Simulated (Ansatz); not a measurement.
The relaxed structure here is a generated cell of Cu2O: the first start was made by placing the elements on the sites of a structure type, and the end was not matched to a known phase here, so it may be hypothetical. Known forms of Cu2O include space group No. 224.

One stationary structure of Cu2O. Space group P-3m1 (No. 164). Calculation: r2SCAN (plane waves to 500 eV, PAW, scalar-relativistic; Ansatz, a program for electronic structure).

Space group P-3m1 (No. 164); a = b = 5.662 Å, c = 4.215 Å, α = β = 90.00°, γ = 120.00°

```csv
atom,site,symmetry,x,y,z
O,1a,-3m.,0.0000,0.0000,0.0000
O,2d,3m.,0.3333,0.6667,0.4387
Cu,6i,.m.,0.1662,0.3325,0.2495
```

Task: What is the computed band gap (r2SCAN)?

Result: 0.05 eV, indirect (valence top at K, conduction bottom at Γ) (no spin-orbit coupling).

Task: What smallest direct gap does r2SCAN give?

Result: 0.36 eV at Γ.

No spin polarisation in the result. No Hubbard U is applied.

The run could not lose the symmetry of its start; a randomly shaken copy of 9 atoms returns to this structure.
